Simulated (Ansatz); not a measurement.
## Profile along the Ca–Ca line in Ca (fcc, Cu type)

Ca (fcc, Cu type)

```cif
data_Ca
_chemical_formula_sum 'Ca1'
_space_group_name_H-M_alt 'P 1'
_space_group_IT_number 1
_cell_length_a 3.90783
_cell_length_b 3.90783
_cell_length_c 3.90783
_cell_angle_alpha 60.000
_cell_angle_beta 60.000
_cell_angle_gamma 60.000
loop_
_space_group_symop_operation_xyz
  'x, y, z'
loop_
_atom_site_label
_atom_site_type_symbol
_atom_site_fract_x
_atom_site_fract_y
_atom_site_fract_z
_atom_site_occupancy
Ca1 Ca 0.00000 0.00000 0.00000 1
```

Fields along a shortest Ca–Ca line of a {100} plane (3.91 Å), from Ca to Ca, interpolated on the slice's grid (step about 0.2 Å). Method: PBE (plane waves to 420 eV, PAW, scalar-relativistic; Ansatz, an electronic-structure program). k mesh 15×15×15. Near the nuclei the fields are pseudised (PAW); where an atom keeps semicore shells as valence, they peak there. Ca was relaxed with its symmetry unable to fall.

```json
[
 {"distance from Ca (Å)": "0.00", "valence electron density (e/Å³)": "6.94", "electron localisation function": "x"},
 {"distance from Ca (Å)": "0.20", "valence electron density (e/Å³)": "6.52", "electron localisation function": "x"},
 {"distance from Ca (Å)": "0.39", "valence electron density (e/Å³)": "5.03", "electron localisation function": "x"},
 {"distance from Ca (Å)": "0.59", "valence electron density (e/Å³)": "2.87", "electron localisation function": "0.86"},
 {"distance from Ca (Å)": "0.78", "valence electron density (e/Å³)": "1.19", "electron localisation function": "0.79"},
 {"distance from Ca (Å)": "0.98", "valence electron density (e/Å³)": "0.39", "electron localisation function": "0.45"},
 {"distance from Ca (Å)": "1.17", "valence electron density (e/Å³)": "0.14", "electron localisation function": "0.10"},
 {"distance from Ca (Å)": "1.37", "valence electron density (e/Å³)": "0.07", "electron localisation function": "0.05"},
 {"distance from Ca (Å)": "1.56", "valence electron density (e/Å³)": "0.06", "electron localisation function": "0.11"},
 {"distance from Ca (Å)": "1.76", "valence electron density (e/Å³)": "0.05", "electron localisation function": "0.27"},
 {"distance from Ca (Å)": "1.96", "valence electron density (e/Å³)": "0.05", "electron localisation function": "0.35"},
 {"distance from Ca (Å)": "2.15", "valence electron density (e/Å³)": "0.05", "electron localisation function": "0.27"},
 {"distance from Ca (Å)": "2.35", "valence electron density (e/Å³)": "0.06", "electron localisation function": "0.11"},
 {"distance from Ca (Å)": "2.54", "valence electron density (e/Å³)": "0.07", "electron localisation function": "0.05"},
 {"distance from Ca (Å)": "2.74", "valence electron density (e/Å³)": "0.14", "electron localisation function": "0.10"},
 {"distance from Ca (Å)": "2.93", "valence electron density (e/Å³)": "0.39", "electron localisation function": "0.45"},
 {"distance from Ca (Å)": "3.13", "valence electron density (e/Å³)": "1.19", "electron localisation function": "0.79"},
 {"distance from Ca (Å)": "3.32", "valence electron density (e/Å³)": "2.87", "electron localisation function": "0.86"},
 {"distance from Ca (Å)": "3.52", "valence electron density (e/Å³)": "5.03", "electron localisation function": "x"},
 {"distance from Ca (Å)": "3.71", "valence electron density (e/Å³)": "6.52", "electron localisation function": "x"},
 {"distance from Ca (Å)": "3.91", "valence electron density (e/Å³)": "6.94", "electron localisation function": "x"}
]
```

x: too close to a nucleus for the ELF to mean much.

Density on the Ca–Ca line (3.91 Å) at its midpoint: 0.05 e/Å³. ELF at that point: 0.35.
